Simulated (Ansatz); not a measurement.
**Be: two-dimensional strain map**

These are results of Ansatz 0.2.0, DFT PBEsol, scalar-relativistic, plane waves, PAW, not measurements. Cutoff 420 eV, Γ-centred 24×24×14 k-points, Gaussian smearing of 0.15 eV. No spin polarisation. Energies are free energies at this smearing, counted from the undisturbed cell; pressure is positive in compression.

Zero of the scan (as given, not relaxed at this level; it stands at -5.7 GPa):

```
CELL_PARAMETERS angstrom
2.29950 0.00000 0.00000
-1.14975 1.99143 0.00000
0.00000 0.00000 3.60090
ATOMIC_POSITIONS crystal
Be 0.33333 0.66667 0.25000
Be 0.66667 0.33333 0.75000
```

The cell is strained by p along both x and y and by q along z, fractional coordinates fixed. Points are written (p, q).

p was sampled at -0.050, -0.025, 0.000, 0.025, 0.050 and q at -0.050, -0.025, 0.000, 0.025, 0.050.

Question: Where on the computed points is the energy highest, and how high?

Answer: At (0.050, 0.050): 100.2 meV/atom.

Question: Away from (0, 0), which computed point is lowest?

Answer: (-0.025, -0.025): -5.4 meV/atom.

The map, in meV/atom:

```
 p \ q  -0.050  -0.025  0.000  0.025  0.050
-0.050    26.8    12.9   12.3   23.0   39.9
-0.025     7.5    -5.4   -5.3    6.0   25.8
 0.000    10.2    -0.8    0.0   11.8   33.0
 0.025    31.3    22.2   24.5   36.9   58.5
 0.050    67.9    60.7   64.5   78.1  100.2
```